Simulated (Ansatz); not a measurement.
Hf, DFT, LDA, all-electron LAPW, scalar-relativistic (Ansatz 0.2.0), run on 1 thread of Intel(R) Xeon(R) Platinum 8488C (Sapphire Rapids) on a shared host.

The geometry is COD entry 1534929, unchecked; take it as a test cell. The listed cell was then made from it by scaling, straining or moving an atom.

Command: `ansatz run input.yaml --threads 1 --pin off --max-ram 3072MiB --backend cpu --events-out ev --progress --plain --runs-dir out`

```yaml
crystal:
  lattice:
    - [0.0222, 2.2311, 2.2311]
    - [2.2311, 0.0222, 2.2311]
    - [2.2311, 2.2311, 0.0222]
  atoms:
    - { symbol: Hf, position: [0.0, 0.0, 0.0] }
kpoints:
  mp_grid: { grid: [13, 13, 13] }
  band_path:
    path:
      - [0.0, 0.0, 0.0]
      - [0.5, 0.5, 0.5]
      - [0.247543133, 0.5, 0.752456867]
      - [-0.247543133, 0.247543133, 0.5]
      - [0.0, 0.0, 0.5]
      - [0.0, 0.0, 0.0]
      - [-0.3737715665, 0.0, 0.3737715665]
      - [0.0, 0.3737715665, 0.6262284335]
      - [0.0, 0.5, 0.5]
    npoints: 5
scf:
  occupations: { method: fermi_dirac, width: 0.03 }
hamiltonian:
  xc: lda
  pseudopotentials: { kind: all_electron, lapw: { basis_error: 0.001 } }
output:
  forces: true
  stress: true
  eigenvalues: true
```

Task: How large is the problem that the program sets up?

Result: 231 irreducible k-points, 169 plane waves at Γ, 22 bands.

Task: Estimate the wall time and the peak memory.

Result: 17 s of wall time for 8 SCF iterations, with a peak of 0.46 GiB. Times on shared machines scatter by tens of per cent.
